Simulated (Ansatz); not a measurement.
The start is a generated cell, SiRu placed in the FeSi structure type. The cell and all atomic positions are relaxed at zero pressure with r2SCAN (plane waves to 500 eV, PAW, scalar-relativistic; Ansatz, a program for electronic structure). The first steps use a coarse 5×5×5 k-mesh.

Input geometry:
```
CELL_PARAMETERS angstrom
      4.69874     0.00000     0.00000
      0.00000     4.69874     0.00000
      0.00000     0.00000     4.69874
ATOMIC_POSITIONS crystal
  Ru 0.13652 0.13652 0.13652
  Ru 0.63652 0.36348 0.86348
  Ru 0.86348 0.63652 0.36348
  Ru 0.36348 0.86348 0.63652
  Si 0.84240 0.84240 0.84240
  Si 0.34240 0.65760 0.15760
  Si 0.15760 0.34240 0.65760
  Si 0.65760 0.15760 0.34240
```

How does the volume change?

+0.4 %, from 12.97 to 13.02 Å³/atom.

How do the shortest distances between atoms change?

The closest pairs of elements (up to four, under 3.6 Å), start → end: Ru–Si 2.39 → 2.38 Å; Ru–Ru 2.88 → 2.88 Å; Si–Si 2.91 → 2.92 Å.

Is the relaxed structure metallic? Give its gap.

0.31 eV, indirect (valence top at k = (0, 0, 0.2), conduction bottom at k = (0, 0.2, 0.3)) (no spin-orbit coupling).

The space group stays P2₁3 (No. 198) (the run could not lower it); the end is AFLOW prototype AB_cP8_198_a_a (B20, as in FeSi), with 8 atoms in the primitive cell. Final values are on a 10×10×10 k-mesh of the relaxed cell. No spin polarisation in the result.

The run could not lose the symmetry of its start; a randomly shaken copy of 8 atoms returns to this structure.

The first start was generated by placing the elements on the sites of a structure type. Materials Project lists a structure of SiRu in the same space group, P2₁3 (No. 198); the sites were not compared with it, nor with measured phases.
